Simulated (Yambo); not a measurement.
Material: Ba₂MgWO₆ (space group Fm-3m, No. 225); a = b = c = 5.824 Å, α = β = γ = 60.00° (10 atoms in the cell). The geometry is that of Materials Project entry mp-18986, symmetrised and not relaxed again.

With PBEsol (pw.x of Quantum ESPRESSO, ONCV potentials, scalar-relativistic), the gap between the mesh's edge points (Γ → X) is 2.734 eV.

Question: By how much does one-shot G0W0 (Yambo; 2×2×2 Γ-centred k mesh, bands 3 to 214 and a 7 Ry block in the screening, 214 bands in G with the Bruneval-Gonze terminator, plasmon pole fitted at 27.2 eV) open this gap, and what gap results?

Answer: The correction is 1.726 eV, giving 4.460 eV, 1.6 times the PBEsol value.  Nearest settings tried, and what they do to the gap: 143 bands in G: +16 meV; 143 bands in W, 143 bands in G: +72 meV; 6 Ry block (283 vectors against 307): -1 meV. Not varied: mesh. So the settings aren't converged at that level. The k mesh is coarse. Spin-orbit coupling is left out, which matters for elements this heavy: edges can move by tenths of an eV.
